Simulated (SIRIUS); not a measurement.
A self-consistent single point of SnSe (Pm, 8 atoms in the cell; from Materials Project mp-691, changed as shown).

```yaml
crystal:
  lattice:
    - [11.66446, 0.00000, 0.00000]
    - [0.00000, 4.12625, 0.00000]
    - [0.00000, 0.00000, 4.70091]
  atoms:
    - { symbol: Sn, position: [0.61879, 0.75000, 0.37655] }
    - { symbol: Sn, position: [0.38121, 0.25000, 0.62345] }
    - { symbol: Sn, position: [0.88121, 0.25000, 0.87655] }
    - { symbol: Sn, position: [0.11879, 0.75000, 0.12345] }
    - { symbol: Se, position: [0.14855, 0.25000, 0.50918] }
    - { symbol: Se, position: [0.85145, 0.75000, 0.49082] }
    - { symbol: Se, position: [0.35145, 0.75000, 0.00918] }
    - { symbol: Se, position: [0.64512, 0.25000, 0.99082] }
```

Method: PBE, GBRV PBE ultrasoft pseudopotentials (plane waves; SIRIUS).

SIRIUS settings:

```
key                                                                   value
--------------------------------------  -----------------------------------
parameters.ngridk                                                     1 3 3
parameters.xc_functionals                      [XC_GGA_X_PBE, XC_GGA_C_PBE]
parameters.gk_cutoff                                           6.325 1/bohr
parameters.pw_cutoff                                          14.143 1/bohr
parameters.smearing                                                gaussian
parameters.smearing_width                                    0.000367493 Ha
potentials                              GBRV PBE ultrasoft pseudopotentials
parameters.electronic_structure_method                      pseudopotential
parameters.num_bands                                                     48
parameters.num_mag_dims                                                   0
parameters.num_dft_iter                                                 100
parameters.energy_tol                                              1e-07 Ha
parameters.density_tol                                                1e-06
mixer.type                                                         anderson
mixer.beta                                                              0.7
mixer.use_hartree                                                     false
```

Results:

- Number of valence electrons = 80
- Number of bands = 48
- Number of k-points after the program's reduction = 4
- Number of plane waves (most at a k-point) = 6538
- Number of SCF iterations = 31
- FFT grid = 108 × 40 × 45
- Free energy E − TS = -11042.0634 eV
- Pressure = 1.48 GPa
- Largest force (vector length) = 0.176 eV/Å

Forces (eV/Å):
| atom | Fx | Fy | Fz |
|---|---|---|---|
| Sn1 | -0.011 | 0.000 | 0.057 |
| Sn2 | 0.001 | 0.000 | -0.030 |
| Sn3 | -0.151 | 0.000 | 0.037 |
| Sn4 | 0.043 | 0.000 | -0.026 |
| Se5 | -0.162 | 0.000 | -0.067 |
| Se6 | 0.154 | 0.000 | 0.052 |
| Se7 | 0.098 | 0.000 | -0.056 |
| Se8 | 0.029 | 0.000 | 0.034 |

Stress (GPa, positive for compression):
```
1.74  0.00  0.02
0.00  2.34  0.00
0.02  0.00  0.36
```

For comparison: a first run was changed to give this one (atom 8 moved by -0.04 angstrom along x), and from it to this one the free energy stays essentially unchanged (within 1 meV/atom), the pressure moves little (1.56 to 1.48 GPa) and the largest force goes from 0.148 to 0.176 eV/Å.

The structure comes from a collection of computed structures, made at another level of theory; the collection holds predicted forms beside known ones.

Cost on one core: around 100 core-seconds (rough).
